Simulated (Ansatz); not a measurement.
Given:

InF₃:
```cif
data_F6In2
_chemical_formula_sum 'In2 F6'
_space_group_name_H-M_alt 'P 1'
_space_group_IT_number 1
_cell_length_a 5.74822
_cell_length_b 5.74822
_cell_length_c 5.74822
_cell_angle_alpha 54.950
_cell_angle_beta 54.950
_cell_angle_gamma 54.950
loop_
_space_group_symop_operation_xyz
  'x, y, z'
loop_
_atom_site_label
_atom_site_type_symbol
_atom_site_fract_x
_atom_site_fract_y
_atom_site_fract_z
_atom_site_occupancy
In1 In 0.50000 0.50000 0.50000 1
In2 In 0.00000 0.00000 0.00000 1
F1 F 0.38210 0.75000 0.11790 1
F2 F 0.61790 0.25000 0.88210 1
F3 F 0.11790 0.38210 0.75000 1
F4 F 0.88210 0.61790 0.25000 1
F5 F 0.75000 0.11790 0.38210 1
F6 F 0.25000 0.88210 0.61790 1
```

This is the r²SCAN-relaxed structure.

Problem. All from r²SCAN (plane waves, PAW; program Ansatz), unless another level is named. Predict the hole effective mass.

Solution. 2.2, 2.8, 3.3 mₑ (principal values).

Problem. Give the electron effective mass with spin–orbit coupling.

Solution. 0.46, 0.52, 0.52 mₑ (principal values).

Problem. Give the valence-band maximum.

Solution. at F.

Space group R-3c. The workflow started from a Materials Project entry (that database holds measured and hypothetical structures alike); the Crystallography Open Database files this formula in space group No. 167, but the cells were not matched. Whether it is the stable phase at ambient conditions was not checked. Symmetry was held in the r²SCAN relaxation; whether a distortion lowers the energy is not shown. Scalar-relativistic: spin–orbit coupling is off unless named, which matters more the heavier the elements.

Potentials: the later of the program's two PAW sets.

Edges and masses are those of Kohn–Sham bands, whose gap is no quasiparticle gap.
